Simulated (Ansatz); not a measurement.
MoN₂:
```cif
data_Mo2N4
_chemical_formula_sum 'Mo2 N4'
_space_group_name_H-M_alt 'P4/mbm'
_space_group_IT_number 127
_space_group_name_Hall '-P 4 2ab'
_cell_length_a 4.31879
_cell_length_b 4.31879
_cell_length_c 2.73946
_cell_angle_alpha 90.000
_cell_angle_beta 90.000
_cell_angle_gamma 90.000
loop_
_atom_site_label
_atom_site_type_symbol
_atom_site_symmetry_multiplicity
_atom_site_Wyckoff_symbol
_atom_site_fract_x
_atom_site_fract_y
_atom_site_fract_z
_atom_site_occupancy
Mo1 Mo 2 a 0.00000 0.00000 0.00000 1
N1 N 4 h 0.38788 0.11212 0.50000 1
```

Relaxed at zero pressure with the program Ansatz at the r²SCAN level (PAW).

Question: The volume is lowered by 6 % and shape and atoms relax at that volume. What pressure results, and how do the axes share the change?

Answer: 25.6 GPa; a -2.1 %, b -2.1 %, c -1.9 %; the energy rises by 38 meV/atom.

Question: Give the new structure.

Answer: 
Space group P4/mbm (No. 127); a = b = 4.2278 Å, c = 2.6872 Å, α = β = γ = 90.00°

```json
[
 {"atom": "Mo", "site": "2a", "symmetry": "4/m..", "x": "0.0000", "y": "0.0000", "z": "0.0000"},
 {"atom": "N", "site": "4h", "symmetry": "m.2m", "x": "0.3865", "y": "0.1135", "z": "0.5000"}
]
```

The phase is kept; no other phase was compared at this pressure.

The first step of the workflow began from a Materials Project structure, measured or hypothetical; the Crystallography Open Database copy checked does not list it. Its standing as an ambient phase is unchecked. Symmetry was held in the r²SCAN relaxation; its stability against distortions is not shown here. No spin polarisation was allowed.

Potentials: the later of the program's two PAW sets.
